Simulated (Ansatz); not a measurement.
MgCu$_{4}$Sn in space group F-43m (No. 216; Cu on 16e, Sn on 4a, Mg on 4c), PBE in the plane-wave PAW code Ansatz, all energies at zero smearing, with the estimated change up to a 700 eV cutoff added, with one set of potentials and settings (totals compare only within such a set). Cell of 6 atoms (4 Cu, 1 Sn, 1 Mg): -34449.495 eV.

```csv
element,reference phase,E (eV/atom)
Cu,"Fm-3m, 1 atoms in the cell",-6625.1757
Sn,"Fd-3m, 2 atoms in the cell",-6024.2128
Mg,"P6_3/mmc, 2 atoms in the cell",-1923.8026
```

Formation energy per atom, worked out: (-34449.495 − 4×(-6625.1757) − 1×(-6024.2128) − 1×(-1923.8026))/6 = -0.129 eV/atom (-12 kJ per mol of atoms), at 0 K, without zero-point energy or fitted corrections.

The workflow started from an entry of the Crystallography Open Database (COD). Its standing as an ambient phase is unchecked. Symmetry was held in the PBE relaxation; whether a distortion lowers the energy is not shown. No spin polarisation was allowed. The references are the lowest solids computed at this level, not always the standard phases. Spin–orbit coupling is left out wherever it is not named.

Potentials: the later of the program's two PAW sets.
